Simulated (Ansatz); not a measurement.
Crystals in the bcc lattice, computed with PBE in Ansatz (plane-wave DFT, scalar-relativistic, harmonic phonons, no LO–TO term at Γ; smeared occupations, about 0.1 eV; no spin; PAW, where unfrozen means all-electron datasets; each on its own modest k mesh, which can be coarse for ε∞).

| crystal | cell | k mesh | potentials | phonons by | Å³/atom | lowest mode at q = [0.5, -0.5, 0.5] (cm⁻¹) | top mode at q = [0.5, -0.5, 0.5] (cm⁻¹) |
| --- | --- | --- | --- | --- | --- | --- | --- |
| Li | relaxed | 8×8×8 | unfrozen PAW | finite displacements | 20.32 | 329 | 329 |
| Na | relaxed | 8×8×8 | unfrozen PAW | finite displacements | 37.20 | ? | ? |
| K | relaxed | 8×8×8 | unfrozen PAW | finite displacements | 74.09 | 72 | 72 |
| Rb | relaxed | 8×8×8 | unfrozen PAW | finite displacements | 91.17 | 44 | 44 |
| Nb | relaxed | 8×8×8 | unfrozen PAW | finite displacements | 18.18 | 220 | 220 |
| Cs | relaxed | 8×8×8 | unfrozen PAW | finite displacements | 116.87 | ? | ? |
| Ba | relaxed | 8×8×8 | unfrozen PAW | finite displacements | 63.27 | 73 | 73 |

(1) Estimate the entries marked ?.

## Answers

(1) Na: lowest mode at q = [0.5, -0.5, 0.5] (cm⁻¹) 122, top mode at q = [0.5, -0.5, 0.5] (cm⁻¹) 122. Cs: lowest mode at q = [0.5, -0.5, 0.5] (cm⁻¹) 33, top mode at q = [0.5, -0.5, 0.5] (cm⁻¹) 33.
